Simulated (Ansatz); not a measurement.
Relaxed Si (diamond):

```xyz
2
Lattice="0.0000 2.7352 2.7352 2.7352 0.0000 2.7352 2.7352 2.7352 0.0000" Properties=species:S:1:pos:R:3 pbc="T T T"
Si     2.7352     2.7352     2.7352
Si     4.1027     4.1027     4.1027
```

Calculation: PBE (plane waves to 420 eV, PAW, scalar-relativistic; Ansatz, a first-principles code). k mesh 8×8×8 (Γ-centred), Fermi-Dirac smearing 0.05 eV. As the smearing reaches across the gap at some points, energies and forces of such displacements shift with the k mesh and the smearing. Si was relaxed with its symmetry unable to fall.

One atom of the cell was then moved (with its periodic images), all else fixed, and the forces (eV/Å) came out as:

| atom | Fx | Fy | Fz |
|---|---|---|---|
| Si1 | 4.456 | 0.000 | 0.000 |
| Si2 | -4.456 | 0.000 | 0.000 |

With two atoms only their relative shift counts; take Si1 as fixed.

Q: Which atom was moved, and by which vector (Å)?

A: Si2, by (0.43, 0.00, 0.00), 0.43 Å in all.

(A displaced cell: forces are minus the slopes of the energy, force constants its curvatures, and phonons follow from these.)
